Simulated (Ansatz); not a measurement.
Energy over volume and axial ratio for Gd (hcp, Mg type)

Gd (hcp, Mg type)

```xyz
2
Lattice="3.6483 0.0000 0.0000 -1.8241 3.1595 0.0000 0.0000 0.0000 5.8356" Properties=species:S:1:pos:R:3 pbc="T T T"
Gd     0.0000     2.1063     4.3767
Gd     1.8241     1.0532     1.4589
```

The relaxed cell is deformed in two ways at once: its volume V is scaled, and at that volume it is stretched along z (the c axis of the conventional cell) so that c/a changes. Fractional atomic positions are held.

Level of theory: PBE (plane waves to 420 eV, PAW, scalar-relativistic; Ansatz, a first-principles code). k mesh 15×15×8 (Γ-centred), Fermi-Dirac smearing 0.05 eV. E stands for the smeared free energy. Stress and pressure are positive under compression. With partly filled bands, the response to shear is sensitive to the k mesh, so small differences along c/a are uncertain. Gd was relaxed with its symmetry unable to fall. Relaxed Gd ends ferromagnetic. The magnetic order is the one the run started from; other orders were not tried. The f-shell state is unchecked: a lower one may exist. ΔE is measured from the relaxed starting cell.

ΔE (meV/atom), with V/V₀ across and (c/a)/(c/a)₀ down:

```csv
(c/a)/(c/a)₀ \ V/V₀,0.960,0.980,1.000,1.020,1.040
0.960,13,8,7,8,12
0.980,8,3,2,3,7
1.000,6,1,0,1,5
1.020,8,3,2,3,7
1.040,12,8,6,7,11
```

σzz − σxx (GPa), with V/V₀ across and (c/a)/(c/a)₀ down:

```tsv
(c/a)/(c/a)₀ \ V/V₀	0.960	0.980	1.000	1.020	1.040
0.960	2.4	2.3	2.3	2.2	2.2
0.980	1.2	1.2	1.1	1.1	1.1
1.000	0.0	0.0	0.0	0.0	0.0
1.020	-1.2	-1.2	-1.1	-1.1	-1.0
1.040	-2.3	-2.2	-2.2	-2.1	-2.1
```

Key numbers:

* **Modulus against c/a change at fixed volume, (3/4V)·∂²E/∂(ln c/a)² (fit, atoms clamped)**: 28 GPa
* **Lowest place on the grid**: V/V₀ = 1.000, (c/a)/(c/a)₀ = 1.000 (0 meV/atom)
* **Highest place on the grid**: V/V₀ = 0.960, (c/a)/(c/a)₀ = 0.960 (13 meV/atom)

The 25 points together took about 17 core-minutes (a rough figure).

(A scan under strain: stresses follow from slopes of the energy per volume, elastic moduli from its curvatures.)
